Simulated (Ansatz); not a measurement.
Ir: zone-centre modes at 11 GPa

These are results of Ansatz, DFT LDA, scalar-relativistic, plane waves, PAW, not measurements. Cutoff 420 eV, 18×18×10 k-points (Γ-centred), Fermi-Dirac smearing of 0.15 eV. No spin polarisation. Phonons by linear response, acoustic sum rule imposed.

The cell, relaxed at 11 GPa:
```
CELL_PARAMETERS angstrom
2.68350 0.00000 0.00000
-1.34175 2.32398 0.00000
0.00000 0.00000 4.35198
ATOMIC_POSITIONS crystal
Ir 0.66667 0.33333 0.75000
Ir 0.33333 0.66667 0.25000
```

In a metal, frequencies and elastic constants depend on the k mesh and the smearing, soft modes and shear constants most. Spin–orbit coupling is left out, which can shift energies with elements as heavy as these. Other phases may be more stable at this pressure.

Task: Is this structure stable against zone-centre distortions?

Result: Yes, at Γ: no optical mode is imaginary. Strains and other wave vectors aren't tested by this run.

Task: List the optical modes at Γ (i marks imaginary ones).

Result:
```tsv
frequency (THz)	degeneracy
3.89	2
6.61	1
```

This form isn't the element's structure at ambient conditions.

Cost: 1 run of about 2.3 core-minutes, on AMD EPYC (Zen 3) (shared hosts).